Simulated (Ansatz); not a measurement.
LiBr (rock salt, Fm-3m), a = 5.411 Å, b = 5.411 Å, c = 5.411 Å, α = 90.00°, β = 90.00°, γ = 90.00°; the cell used has 2 atoms.

Relaxed with PBEsol.

Question: Decompose the optical modes at the zone centre into irreducible representations, and say which are infrared and Raman allowed.

Answer: Point group m-3m: Γ_opt = T1u. Infrared: T1u. Raman: none.

Question: Assign frequencies (DFPT, PBEsol (plane waves, PAW; program Ansatz); without the LO–TO term).

Answer: T1u 179 cm⁻¹.

The PBEsol relaxation kept the symmetry of its start; of distortions, only those at the zone centre were tested.

Potentials: the later of the program's two PAW sets.
